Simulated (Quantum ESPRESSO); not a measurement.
## Mo4Se6O2 (one run as intended and one with a planted mistake)

Computed values, not a measurement. The program is pw.x of Quantum ESPRESSO 7.5 (plane-wave density functional theory). The cell is made up: 12 atoms on a layered 2H lattice, with randomly drawn elements, strain and displacements, not relaxed. PseudoDojo standard norm-conserving files (v0.5 for PBE, v0.4.1 for LDA and PBEsol) set the functional; there is no spin polarisation, spin-orbit coupling or dispersion term, and the masses in the input are unused placeholders.

Intended input:

```
&control calculation='scf', pseudo_dir='./dojo.nc.sr.pbe.v0_5.standard.upf', outdir='./o', disk_io='medium', tprnfor=.true., tstress=.true. /
&system ibrav=0, nat=12, ntyp=3, nbnd=88, ecutwfc=85.99341389, nosym=.true., tot_charge=0,
 occupations='smearing', smearing='fd', degauss=0.0018374661
/
&electrons conv_thr=7.350e-09, electron_maxstep=60, /
ATOMIC_SPECIES
Mo 1.0 Mo.upf
O 1.0 O.upf
Se 1.0 Se.upf
CELL_PARAMETERS angstrom
3.2556 -0.0133 0.0341
-0.023 5.5398 0.0013
0.1364 0.003 12.7847
ATOMIC_POSITIONS angstrom
Mo 0.0538 1.8715 3.2183
Mo 1.7715 0.8913 9.5618
Mo 1.6185 4.6366 3.2528
Mo 0.0681 3.7094 9.6464
Se 0.0449 1.8169 7.9467
Se 0.0986 1.8647 11.2335
Se 1.6146 0.8932 1.6111
O 1.6791 0.9479 4.7495
Se 1.6962 4.6068 7.9633
O 1.7393 4.6175 11.1663
Se 0.0038 3.6925 1.5785
Se 0.0042 3.7283 4.7938
K_POINTS automatic
7 4 2 1 1 1
```

The log is shortened where brackets say so; the opening notice, blank lines, dates and the lines on written files are dropped, and the path of the files is cut. It prints rydbergs, bohrs and kilobars, and counts compression as positive stress. Where no state is partly filled, the Fermi energy that it prints is only some level between the filled and the empty states on the mesh, and need not lie in the true gap.

Log of the intended run:

```
     Program PWSCF v.7.5
     Parallel version (MPI & OpenMP), running on       1 processor cores
     Number of MPI processes:                 1
     Threads/MPI process:                     1
     [start-up lines left out]
     bravais-lattice index     =            0
     lattice parameter (alat)  =       6.1526  a.u.
     unit-cell volume          =    1555.8092 (a.u.)^3
     number of atoms/cell      =           12
     number of atomic types    =            3
     number of electrons       =       164.00
     number of Kohn-Sham states=           88
     kinetic-energy cutoff     =      85.9934  Ry
     charge density cutoff     =     343.9737  Ry
     scf convergence threshold =      7.3E-09
     mixing beta               =       0.7000
     number of iterations used =            8  plain     mixing
     Exchange-correlation= PBE
                           (   1   4   3   4   0   0   0)
     [axes and pseudopotential details left out]
   Cartesian axes
     site n.     atom                  positions (alat units)
         1        Mo     tau(   1) = (   0.0165243   0.5748193   0.9884803  )
         2        Mo     tau(   2) = (   0.5441049   0.2737571   2.9368460  )
         3        Mo     tau(   3) = (   0.4971120   1.4241022   0.9990768  )
         4        Mo     tau(   4) = (   0.0209165   1.1393186   2.9628303  )
         5        Se     tau(   5) = (   0.0137907   0.5580493   2.4407783  )
         6        Se     tau(   6) = (   0.0302844   0.5727307   3.4502980  )
         7        Se     tau(   7) = (   0.4959141   0.2743407   0.4948391  )
         8        O      tau(   8) = (   0.5157249   0.2911414   1.4587787  )
         9        Se     tau(   9) = (   0.5209770   1.4149493   2.4458769  )
        10        O      tau(  10) = (   0.5342149   1.4182357   3.4296579  )
        11        Se     tau(  11) = (   0.0011671   1.1341279   0.4848262  )
        12        Se     tau(  12) = (   0.0012900   1.1451236   1.4723851  )
     number of k points=    28  Fermi-Dirac smearing, width (Ry)=  0.0018
                       cart. coord. in units 2pi/alat
        k(    1) = (   0.0710756   0.0737443   0.0628904), wk =   0.0714286
        k(    2) = (   0.0724096   0.0737797  -0.0644559), wk =   0.0714286
     [further k points left out]
     Dense  grid:   167561 G-vectors     FFT dimensions: (  40,  64, 144)
     Estimated max dynamical RAM per process >     317.89 MB
     Initial potential from superposition of free atoms
     starting charge     163.9938, renormalised to     164.0000
     Starting wfcs are  102 randomized atomic wfcs
     total cpu time spent up to now is       49.6 secs
     per-process dynamical memory:   178.2 Mb
     Self-consistent Calculation
     iteration #  1     ecut=    85.99 Ry     beta= 0.70
     Davidson diagonalization with overlap
     ethr =  1.00E-02,  avg # of iterations =  2.0
     total cpu time spent up to now is      160.4 secs
     total energy              =   -2081.43466992 Ry
     estimated scf accuracy    <       3.18669048 Ry
     iteration #  2     ecut=    85.99 Ry     beta= 0.70
     Davidson diagonalization with overlap
     ethr =  1.94E-03,  avg # of iterations =  7.0
     total cpu time spent up to now is      371.0 secs
     total energy              =   -2077.77693381 Ry
     estimated scf accuracy    <      57.50487166 Ry
     [iterations 3 to 19 left out]
     iteration # 20     ecut=    85.99 Ry     beta= 0.70
     Davidson diagonalization with overlap
     ethr =  4.08E-11,  avg # of iterations =  5.2
     total cpu time spent up to now is     2534.2 secs
     total energy              =   -2083.45291170 Ry
     estimated scf accuracy    <       0.00000003 Ry
     iteration # 21     ecut=    85.99 Ry     beta= 0.70
     Davidson diagonalization with overlap
     ethr =  1.55E-11,  avg # of iterations =  3.4
     total cpu time spent up to now is     2608.6 secs
     End of self-consistent calculation
     [lines on levels left out]
     the Fermi energy is    11.8961 ev
!    total energy              =   -2083.45291170 Ry
     estimated scf accuracy    <          4.4E-09 Ry
     smearing contrib. (-TS)   =      -0.00000000 Ry
     internal energy E=F+TS    =   -2083.45291170 Ry
     The total energy is F=E-TS. E is the sum of the following terms:
     one-electron contribution =   -1135.66764080 Ry
     hartree contribution      =     621.58419315 Ry
     xc contribution           =    -389.46777290 Ry
     ewald contribution        =   -1179.90169115 Ry
     convergence has been achieved in  21 iterations
     Forces acting on atoms (cartesian axes, Ry/au):
     atom    1 type  1   force =    -0.03783994   -0.09729305    0.11395180
     atom    2 type  1   force =    -0.05751703   -0.04814298    0.13312818
     atom    3 type  1   force =     0.01843283    0.07037931    0.03478054
     atom    4 type  1   force =     0.00018428    0.07413963    0.07583470
     atom    5 type  3   force =     0.04512361    0.03835352   -0.04489090
     atom    6 type  3   force =     0.00771212   -0.02573472    0.02049707
     atom    7 type  3   force =     0.02983746    0.03113845   -0.04244637
     atom    8 type  2   force =    -0.00108139   -0.00132616   -0.15126420
     atom    9 type  3   force =     0.00529832   -0.03373079   -0.02318627
     atom   10 type  2   force =    -0.00103663   -0.00519059   -0.16111250
     atom   11 type  3   force =     0.00275002    0.00262710   -0.03848711
     atom   12 type  3   force =    -0.01186366   -0.00521972    0.08319506
     Total force =     0.366696     Total SCF correction =     0.000273
     Computing stress (Cartesian axis) and pressure
          total   stress  (Ry/bohr**3)                   (kbar)     P=       -7.46
  -0.00016297   0.00006259  -0.00018391          -23.97        9.21      -27.05
   0.00006259   0.00001628  -0.00013682            9.21        2.40      -20.13
  -0.00018391  -0.00013682  -0.00000539          -27.05      -20.13       -0.79
     init_run     :     45.83s CPU     49.45s WALL (       1 calls)
     electrons    :   2473.88s CPU   2559.17s WALL (       1 calls)
     forces       :      9.82s CPU      9.99s WALL (       1 calls)
     stress       :     35.90s CPU     37.04s WALL (       1 calls)
     [timing details left out]
     PWSCF        :  42m45.76s CPU  44m17.66s WALL
     JOB DONE.
```

A second run has one planted mistake: the smearing is too wide. The input lines that differ, file-writing options aside:

```
- &system ibrav=0, nat=12, ntyp=3, nbnd=88, ecutwfc=85.99341389, nosym=.true., tot_charge=0,
+ &system ibrav=0, nat=12, ntyp=3, nbnd=106, ecutwfc=85.99341389, nosym=.true., tot_charge=0,
-  occupations='smearing', smearing='fd', degauss=0.0018374661
+  occupations='smearing', smearing='fd', degauss=0.0492440917
```

Its log:

```
     Program PWSCF v.7.5
     Parallel version (MPI & OpenMP), running on       4 processor cores
     Number of MPI processes:                 4
     Threads/MPI process:                     1
     [start-up lines left out]
     bravais-lattice index     =            0
     lattice parameter (alat)  =       6.1526  a.u.
     unit-cell volume          =    1555.8092 (a.u.)^3
     number of atoms/cell      =           12
     number of atomic types    =            3
     number of electrons       =       164.00
     number of Kohn-Sham states=          106
     kinetic-energy cutoff     =      85.9934  Ry
     charge density cutoff     =     343.9737  Ry
     scf convergence threshold =      7.3E-09
     mixing beta               =       0.7000
     number of iterations used =            8  plain     mixing
     Exchange-correlation= PBE
                           (   1   4   3   4   0   0   0)
     [axes and pseudopotential details left out]
   Cartesian axes
     site n.     atom                  positions (alat units)
         1        Mo     tau(   1) = (   0.0165243   0.5748193   0.9884803  )
         2        Mo     tau(   2) = (   0.5441049   0.2737571   2.9368460  )
         3        Mo     tau(   3) = (   0.4971120   1.4241022   0.9990768  )
         4        Mo     tau(   4) = (   0.0209165   1.1393186   2.9628303  )
         5        Se     tau(   5) = (   0.0137907   0.5580493   2.4407783  )
         6        Se     tau(   6) = (   0.0302844   0.5727307   3.4502980  )
         7        Se     tau(   7) = (   0.4959141   0.2743407   0.4948391  )
         8        O      tau(   8) = (   0.5157249   0.2911414   1.4587787  )
         9        Se     tau(   9) = (   0.5209770   1.4149493   2.4458769  )
        10        O      tau(  10) = (   0.5342149   1.4182357   3.4296579  )
        11        Se     tau(  11) = (   0.0011671   1.1341279   0.4848262  )
        12        Se     tau(  12) = (   0.0012900   1.1451236   1.4723851  )
     number of k points=    28  Fermi-Dirac smearing, width (Ry)=  0.0492
                       cart. coord. in units 2pi/alat
        k(    1) = (   0.0710756   0.0737443   0.0628904), wk =   0.0714286
        k(    2) = (   0.0724096   0.0737797  -0.0644559), wk =   0.0714286
     [further k points left out]
     Dense  grid:   167561 G-vectors     FFT dimensions: (  40,  64, 144)
     Estimated max dynamical RAM per process >     584.56 MB
     Estimated total dynamical RAM >       2.16 GB
     Initial potential from superposition of free atoms
     starting charge     163.9938, renormalised to     164.0000
     Starting wfcs are  102 randomized atomic wfcs +    4 random wfcs
     total cpu time spent up to now is       11.5 secs
     per-process dynamical memory:   422.9 Mb
     Self-consistent Calculation
     iteration #  1     ecut=    85.99 Ry     beta= 0.70
     Davidson diagonalization with overlap
     ethr =  1.00E-02,  avg # of iterations =  5.1
     total cpu time spent up to now is       41.5 secs
     total energy              =   -2081.79819597 Ry
     estimated scf accuracy    <       3.02066358 Ry
     iteration #  2     ecut=    85.99 Ry     beta= 0.70
     Davidson diagonalization with overlap
     ethr =  1.84E-03,  avg # of iterations =  3.9
     total cpu time spent up to now is       74.0 secs
     total energy              =   -2078.26617730 Ry
     estimated scf accuracy    <      54.74751716 Ry
     [iterations 3 to 21 left out]
     iteration # 22     ecut=    85.99 Ry     beta= 0.70
     Davidson diagonalization with overlap
     ethr =  1.62E-11,  avg # of iterations =  2.0
     total cpu time spent up to now is      598.9 secs
     total energy              =   -2083.67938106 Ry
     estimated scf accuracy    <       0.00000001 Ry
     iteration # 23     ecut=    85.99 Ry     beta= 0.70
     Davidson diagonalization with overlap
     ethr =  8.67E-12,  avg # of iterations =  2.0
     total cpu time spent up to now is      625.3 secs
     End of self-consistent calculation
     [lines on levels left out]
     the Fermi energy is    11.7491 ev
!    total energy              =   -2083.67938105 Ry
     estimated scf accuracy    <          3.6E-09 Ry
     smearing contrib. (-TS)   =      -0.66963292 Ry
     internal energy E=F+TS    =   -2083.00974813 Ry
     The total energy is F=E-TS. E is the sum of the following terms:
     one-electron contribution =   -1135.46042153 Ry
     hartree contribution      =     621.89741590 Ry
     xc contribution           =    -389.54505136 Ry
     ewald contribution        =   -1179.90169115 Ry
     convergence has been achieved in  23 iterations
     Forces acting on atoms (cartesian axes, Ry/au):
     atom    1 type  1   force =    -0.02937562   -0.08534652    0.10150559
     atom    2 type  1   force =    -0.04636302   -0.04208766    0.10949127
     atom    3 type  1   force =     0.01447457    0.05968059    0.03433268
     atom    4 type  1   force =    -0.00570075    0.06899439    0.07258488
     atom    5 type  3   force =     0.03862653    0.03289722   -0.05546329
     atom    6 type  3   force =     0.00671800   -0.02314938    0.04300201
     atom    7 type  3   force =     0.02419160    0.02704625   -0.05612248
     atom    8 type  2   force =     0.00008948   -0.00112644   -0.12379478
     atom    9 type  3   force =     0.00405687   -0.03108097   -0.03977548
     atom   10 type  2   force =     0.00249868   -0.00582017   -0.12981789
     atom   11 type  3   force =     0.00143643    0.00202406   -0.05154699
     atom   12 type  3   force =    -0.01065278   -0.00203137    0.09560448
     Total force =     0.329580     Total SCF correction =     0.000220
     Computing stress (Cartesian axis) and pressure
          total   stress  (Ry/bohr**3)                   (kbar)     P=       39.61
   0.00019847   0.00005425  -0.00013970           29.20        7.98      -20.55
   0.00005425   0.00034683  -0.00011304            7.98       51.02      -16.63
  -0.00013970  -0.00011304   0.00026245          -20.55      -16.63       38.61
     init_run     :     10.45s CPU     11.11s WALL (       1 calls)
     electrons    :    594.49s CPU    613.90s WALL (       1 calls)
     forces       :      4.65s CPU      4.74s WALL (       1 calls)
     stress       :     14.88s CPU     15.35s WALL (       1 calls)
     [timing details left out]
     PWSCF        :  10m24.98s CPU  10m46.08s WALL
     JOB DONE.
```

```
                                            intended run  run with the mistake
                          free energy (eV)    -28346.821            -28349.902
                    smearing term -TS (eV)        0.0000               -9.1108
                            pressure (GPa)         -0.75                  3.96
            largest force component (eV/Å)         4.142                 3.338
largest change of a force component (eV/Å)                               0.805
                                iterations            21                    23
```

For scale, a rerun of the intended cell at a cutoff of 1467 eV and k mesh 9 x 6 x 4 moved values by no more than 0.004 eV in energy, 0.02 GPa in stress and 0.003 eV/Å in force. The number of bands, nbnd, was set by rule from the electron count and the smearing, so it follows the mistake.